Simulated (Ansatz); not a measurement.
CrGe₂ (fluorite or antifluorite type, Fm-3m) at seven volumes, DFT-PBE in the program Ansatz with PAW potentials, scaled uniformly. One row is withheld.

```
V (Å³/atom)  P (GPa)
-----------  -------
16.447          8.95
16.989          5.32
17.532          2.54
18.074          0.00
18.616             ?
19.158         -4.23
19.700         -5.81
```

**Question.** Fit the shown pressures and predict the withheld one.

**Answer.** P = (3/2)B₀(x^(7/2) − x^(5/2))[1 + (3/4)(B′ − 4)(x − 1)] with x = (V₀/V)^(2/3). Least squares on the six rows gives V₀ = 18.059 Å³/atom, B₀ = 79.3 GPa, B′ = 3.89. At V = 18.616, x = 0.9800 and P = -2.27 GPa. The run itself gave -2.30 GPa.

The cell is a constructed one: a structure type filled with these elements; neither database checked (COD, Materials Project) lists it. Its standing as an ambient phase is unchecked. The cell was relaxed with PBE under the symmetry of its start; its stability against distortions is not shown here. Magnetic state: ferromagnetic, chosen from 3 collinear starts compared on coarse meshes (ties went to the first, and starts can fall back to one state), not a proven ground state.

Potentials: the later of the program's two PAW sets.
